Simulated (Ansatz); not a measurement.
Frames from the relaxation of a relaxed MgF2 cell shaken by Gaussian noise of σ = 0.08 Å a coordinate, as extended XYZ (Å, eV, eV/Å, GPa with compression positive). The numbers are results of PBEsol (plane waves to 420 eV, PAW, scalar-relativistic; Ansatz, a first-principles code), not measurements. Γ-centred k-mesh 4×4×8 on the run's cell (coarser than for final values), Fermi–Dirac smearing 0.05 eV.

```xyz
9
Lattice="5.3284 -0.0001 0.0000 -2.6643 4.6146 0.0000 0.0000 0.0000 3.6891" Properties=species:S:1:pos:R:3:forces:R:3 pbc="T T T" step=12 free_energy=-10552.787 pressure=4.6 accepted=T
F      1.7896     0.0073    -0.9586   -0.0006    0.0001    0.0032
F     -0.8781     1.5478    -0.9586    0.0002   -0.0008    0.0032
F      1.7859     3.0819    -0.9585    0.0003    0.0004    0.0031
F      3.5608     0.0076     0.8651    0.0010    0.0000   -0.0032
F     -1.7639     3.0816     0.8651   -0.0004    0.0008   -0.0032
F      0.9005     1.5478     0.8651   -0.0005   -0.0007   -0.0031
Mg     0.0111     0.0075     1.7977    0.0000    0.0001    0.0000
Mg     0.0110     3.0839    -0.0466    0.0001    0.0000   -0.0001
Mg     2.6753     1.5456    -0.0470    0.0000    0.0000    0.0001
9
Lattice="5.1390 0.0002 0.0000 -2.5693 4.4504 0.0000 0.0000 0.0000 4.1280" Properties=species:S:1:pos:R:3:forces:R:3 pbc="T T T" step=17 free_energy=-10553.390 pressure=2.1 accepted=T
F      1.7242     0.0074    -1.0576   -0.0010    0.0002   -0.0025
F     -0.8461     1.4911    -1.0576    0.0005   -0.0004   -0.0025
F      1.7236     2.9737    -1.0576    0.0002    0.0012   -0.0026
F      3.4360     0.0073     0.9530    0.0014   -0.0001    0.0026
F     -1.7018     2.9736     0.9530   -0.0009    0.0011    0.0026
F      0.8675     1.4915     0.9531   -0.0008   -0.0014    0.0026
Mg     0.0106     0.0072     2.0116    0.0003    0.0000    0.0002
Mg     0.0108     2.9743    -0.0525   -0.0004   -0.0004    0.0002
Mg     2.5802     1.4909    -0.0521    0.0008   -0.0002   -0.0007
```

The path has 23 moves and ends in P-31m (No. 162) (AFLOW prototype AB2_hP9_162_ad_k (as in V2N)), 1.20 eV/atom below its start. Free energies are of the whole cell and compare only within this code, potentials and settings.  No spin polarisation in the result.

The end of the path is a generated cell of MgF2: the first start was made by a random draw of sites in a space group, and the end was not matched to a known phase here, so it may be hypothetical. Known forms of MgF2 include space group No. 136.
